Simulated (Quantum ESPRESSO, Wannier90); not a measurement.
Wannierisation of PbI₂ (CdI2 type)

Cell from Materials Project (mp-22893), symmetrised, no further relaxation. COD (Crystallography Open Database) has the formula in 4 space groups, this one among them (matched by group alone). Computed values, not measurements, from PBEsol: Quantum ESPRESSO (norm-conserving PseudoDojo potentials, cutoff 56 Ry, spinors with spin-orbit coupling) on a Γ-centred 6×6×4 mesh, then Wannier90. Density: 12×12×4 mesh, cold smearing 0.01 Ry.

On the energy scale of pw.x, whose zero is arbitrary, the valence-band maximum lies at 3.23 eV.

Input w.win:

```
num_bands = 18
num_wann = 18
exclude_bands = 1-10,29-52
spinors = true
num_iter = 1000
conv_tol = 1.0e-6
conv_window = 4
trial_step = 10.0
write_hr = true
write_u_matrices = true
auto_projections = true
begin unit_cell_cart
ang
    4.6126901213    0.0000000000    0.0000000000
   -2.3063450607    3.9947068249    0.0000000000
    0.0000000000    0.0000000000    7.2570300000
end unit_cell_cart
begin atoms_frac
Pb   0.0000000000  0.0000000000  0.0000000000
I   -0.3333333333  0.3333333333 -0.2590500000
I    0.3333333333 -0.3333333333  0.2590500000
end atoms_frac
mp_grid = 6 6 4
begin kpoints
0.0000000000 0.0000000000 0.0000000000
0.0000000000 0.0000000000 0.2500000000
0.0000000000 0.0000000000 0.5000000000
... (141 more lines: the 6x6x4 mesh through Gamma)
end kpoints
```

Input of pw2wannier90.x that gives the overlap and projection files (equivalent; here they were cut from one run over all bands):

```
&inputpp
  outdir = './out'
  prefix = 'pwscf'
  seedname = 'w'
  write_amn = .true.
  write_mmn = .true.
  scdm_proj = .true.
  scdm_entanglement = 'isolated'
/
```

Output w.wout (banner and timings cut):

```
                                    ------
                                    SYSTEM
                                    ------

                              Lattice Vectors (Ang)
                    a_1     4.612690   0.000000   0.000000
                    a_2    -2.306345   3.994707   0.000000
                    a_3     0.000000   0.000000   7.257030

                   Unit Cell Volume:     133.72054  (Ang^3)

                        Reciprocal-Space Vectors (Ang^-1)
                    b_1     1.362152   0.786439  -0.000000
                    b_2     0.000000   1.572878   0.000000
                    b_3     0.000000  -0.000000   0.865807

 *----------------------------------------------------------------------------*
 |   Site       Fractional Coordinate          Cartesian Coordinate (Ang)     |
 +----------------------------------------------------------------------------+
 | pb   1   0.00000   0.00000   0.00000   |    0.00000   0.00000   0.00000    |
 | i    1  -0.33333   0.33333  -0.25905   |   -2.30635   1.33157  -1.87993    |
 | i    2   0.33333  -0.33333   0.25905   |    2.30635  -1.33157   1.87993    |
 *----------------------------------------------------------------------------*
                                ------------
                                K-POINT GRID
                                ------------

             Grid size =  6 x  6 x  4      Total points =  144

 *---------------------------------- MAIN ------------------------------------*
 |  Number of Wannier Functions               :                18             |
 |  Number of Objective Wannier Functions     :                18             |
 |  Number of input Bloch states              :                18             |
 |  Output verbosity (1=low, 5=high)          :                 1             |
 |  Timing Level (1=low, 5=high)              :                 1             |
 |  Optimisation (0=memory, 3=speed)          :                 3             |
 |  Length Unit                               :               Ang             |
 |  Post-processing setup (write *.nnkp)      :                 F             |
 |  Using Gamma-only branch of algorithms     :                 F             |
 *----------------------------------------------------------------------------*
 *------------------------------- WANNIERISE ---------------------------------*
 |  Total number of iterations                :              1000             |
 |  Number of CG steps before reset           :                 5             |
 |  Trial step length for line search         :            10.000             |
 |  Convergence tolerence                     :         0.100E-05             |
 |  Convergence window                        :                 4             |
 |  Iterations between writing output         :                 1             |
 |  Iterations between backing up to disk     :               100             |
 |  Write r^2_nm to file                      :                 F             |
 |  Write xyz WF centres to file              :                 F             |
 |  Write on-site energies <0n|H|0n> to file  :                 F             |
 |  Use guiding centre to control phases      :                 F             |
 |  Use phases for initial projections        :                 F             |
 *----------------------------------------------------------------------------*
 *-------------------------------- PLOTTING ----------------------------------*
 |  Plotting Hamiltonian in WF basis          :                 T             |
 *----------------------------------------------------------------------------*

       ... (k-mesh section left out)

 Starting a new Wannier90 calculation ...

 Reading overlaps from w.mmn

 Reading projections from w.amn

 *------------------------------- WANNIERISE ---------------------------------*
 +--------------------------------------------------------------------+<-- CONV
 | Iter  Delta Spread     RMS Gradient      Spread (Ang^2)            |<-- CONV
 +--------------------------------------------------------------------+<-- CONV

 ------------------------------------------------------------------------------
 Initial State
  WF centre and spread    1  ( -1.723580,  1.018567, -1.318705 )     4.41081515
  WF centre and spread    2  (  1.840454, -0.901151,  1.136918 )    10.36858635
  WF centre and spread    3  (  1.707501,  1.064184, -1.442791 )     4.69522460
  WF centre and spread    4  ( -1.885589, -0.994849,  1.187474 )    10.93482039
  WF centre and spread    5  ( -0.043331,  2.127691,  1.390960 )     7.66881226
  WF centre and spread    6  (  0.024045, -1.920893, -1.477058 )     4.02907164
  WF centre and spread    7  ( -2.271245,  1.337611, -2.119108 )     3.59681697
  WF centre and spread    8  (  2.258926, -1.303305,  2.136763 )     3.64314272
  WF centre and spread    9  ( -0.098595,  0.065725,  0.242731 )    11.14201581
  WF centre and spread   10  ( -0.049953, -0.011446, -0.401739 )    10.25382451
  WF centre and spread   11  ( -0.088172, -0.521016, -0.179796 )    10.49853247
  WF centre and spread   12  ( -0.184616,  0.501418, -0.127997 )    11.80393056
  WF centre and spread   13  (  2.346375, -1.582326,  0.705304 )    12.73071694
  WF centre and spread   14  (  0.427615,  0.246807, -0.244466 )    13.89118708
  WF centre and spread   15  ( -0.383109,  0.531472,  0.102752 )    23.53265810
  WF centre and spread   16  ( -2.277152,  1.070658, -1.435850 )    10.25196421
  WF centre and spread   17  (  2.298284, -1.093259,  1.056917 )    12.05669942
  WF centre and spread   18  (  2.312652, -1.052528,  0.889634 )    17.57246812
  Sum of centres and spreads (  4.210510, -1.416641,  0.101943 )   183.08128729

      0     0.183E+03     0.0000000000      183.0812872641  <-- CONV
        O_D=     17.1305001 O_OD=    132.3568971 O_TOT=    183.0812873 <-- SPRD
 ------------------------------------------------------------------------------
      1    -0.286E+01     9.3966997457      180.2252316889  <-- CONV
        O_D=     15.5866237 O_OD=    131.0447179 O_TOT=    180.2252317 <-- SPRD
      2    -0.272E+02     6.2302032489      152.9826177168  <-- CONV
        O_D=      8.6801913 O_OD=    110.7085363 O_TOT=    152.9826177 <-- SPRD
      3    -0.189E+02     4.9482933374      134.0943377176  <-- CONV
        O_D=      8.1484813 O_OD=     92.3519663 O_TOT=    134.0943377 <-- SPRD
      4    -0.449E+01     5.8511723839      129.6067543228  <-- CONV
        O_D=      7.5472744 O_OD=     88.4655898 O_TOT=    129.6067543 <-- SPRD
      5    -0.785E+01     6.1058537375      121.7531544282  <-- CONV
        O_D=      6.3595645 O_OD=     81.7996998 O_TOT=    121.7531544 <-- SPRD
       ... (lines left out)
    100    -0.547E-02     0.0858221924       38.1106489045  <-- CONV
        O_D=      0.0177919 O_OD=      4.4989669 O_TOT=     38.1106489 <-- SPRD
       ... (lines left out)
    200    -0.246E-05     0.0017784462       38.0586188418  <-- CONV
        O_D=      0.0175049 O_OD=      4.4472238 O_TOT=     38.0586188 <-- SPRD
       ... (lines left out)
    214    -0.708E-06     0.0009555612       38.0585997837  <-- CONV
        O_D=      0.0175050 O_OD=      4.4472047 O_TOT=     38.0585998 <-- SPRD
    215    -0.560E-06     0.0008358254       38.0585992241  <-- CONV
        O_D=      0.0175051 O_OD=      4.4472041 O_TOT=     38.0585992 <-- SPRD
    216    -0.529E-06     0.0012215812       38.0585986952  <-- CONV
        O_D=      0.0175050 O_OD=      4.4472036 O_TOT=     38.0585987 <-- SPRD
             <<<     Delta < 1.000E-06  over  4 iterations     >>>
             <<< Wannierisation convergence criteria satisfied >>>
 Final State
  WF centre and spread    1  ( -1.740358,  1.004776, -1.501529 )     2.15690088
  WF centre and spread    2  (  1.740522, -1.004529,  1.501590 )     2.15696399
  WF centre and spread    3  (  1.740223,  1.004818, -1.501803 )     2.15677103
  WF centre and spread    4  ( -1.740082, -1.004897,  1.501984 )     2.15660425
  WF centre and spread    5  ( -0.000224,  2.009529,  1.501633 )     2.15676011
  WF centre and spread    6  ( -0.000027, -2.009473, -1.501850 )     2.15675245
  WF centre and spread    7  ( -2.306187,  1.331451, -2.353716 )     1.96553405
  WF centre and spread    8  (  2.306003, -1.331648,  2.353713 )     1.96558561
  WF centre and spread    9  (  0.000000, -0.000002,  0.000000 )     2.15737936
  WF centre and spread   10  ( -1.740319,  1.004789, -1.501604 )     2.15689279
  WF centre and spread   11  ( -0.000025, -2.009481, -1.501833 )     2.15675689
  WF centre and spread   12  ( -0.000459,  2.009606,  1.501456 )     2.15688707
  WF centre and spread   13  (  2.873264, -1.005490,  1.502927 )     2.15630019
  WF centre and spread   14  (  1.740260,  1.004791, -1.501746 )     2.15678141
  WF centre and spread   15  ( -2.306344,  3.994707, -0.000000 )     2.15739734
  WF centre and spread   16  ( -2.306261,  1.331467, -2.353716 )     1.96553541
  WF centre and spread   17  (  2.305214, -1.331835,  2.353711 )     1.96550367
  WF centre and spread   18  (  1.741166, -1.003858,  1.500783 )     2.15729224
  Sum of centres and spreads (  2.306368,  3.994722, -0.000000 )    38.05859874

         Spreads (Ang^2)       Omega I      =    33.593890082
        ================       Omega D      =     0.017505007
                               Omega OD     =     4.447203606
    Final Spread (Ang^2)       Omega Total  =    38.058598695
```
